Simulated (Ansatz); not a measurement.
Starting cell, Mo (bcc, W type):

```
Mo
1.0
   -3.15061     3.15061     3.15061
    1.57530    -1.57530     1.57530
    1.57530     1.57530    -1.57530
Mo
2
Direct
  0.00000   0.00000   0.00000
  0.50000   0.00000   0.00000
```

The atoms are displaced by Q × the pattern below (from a DFPT mode at N = (0.5, 0.0, 0.0), largest move 1; Q in Å), at fixed cell. (q is in reciprocal vectors of the primitive cell; the cell shown is doubled to hold the pattern.)

```
atom      x       y       z
----  -----  ------  ------
Mo1   0.000   0.707  -0.707
Mo2   0.000  -0.707   0.707
```

All values below come from r2SCAN (plane waves to 500 eV, PAW, scalar-relativistic; Ansatz, a quantum-chemistry and plane-wave program). k mesh 21×21×21 (Γ-centred), Fermi-Dirac smearing 0.05 eV. With partly filled bands, energies and forces of such displacements shift with the k mesh and the smearing. Mo is run without spin polarisation. Mo was relaxed with its symmetry unable to fall. 

```tsv
Q (Å)	−dE/dQ from forces (eV/Å)
-0.180	3.725
-0.150	3.491
-0.120	3.046
-0.090	?
-0.060	?
-0.030	0.857
0.000	0.000
0.030	-0.857
0.060	?
0.090	?
0.120	-3.046
0.150	-3.491
0.180	-3.725
```

Task: Some entries are withheld; supply them.

Result: 
- -0.090, −dE/dQ from forces (eV/Å): 2.418
- -0.060, −dE/dQ from forces (eV/Å): 1.674
- 0.060, −dE/dQ from forces (eV/Å): -1.674
- 0.090, −dE/dQ from forces (eV/Å): -2.418

(For displaced atoms, the force is minus the slope of the energy, and its curvature is a force constant, which sets phonon frequencies.)
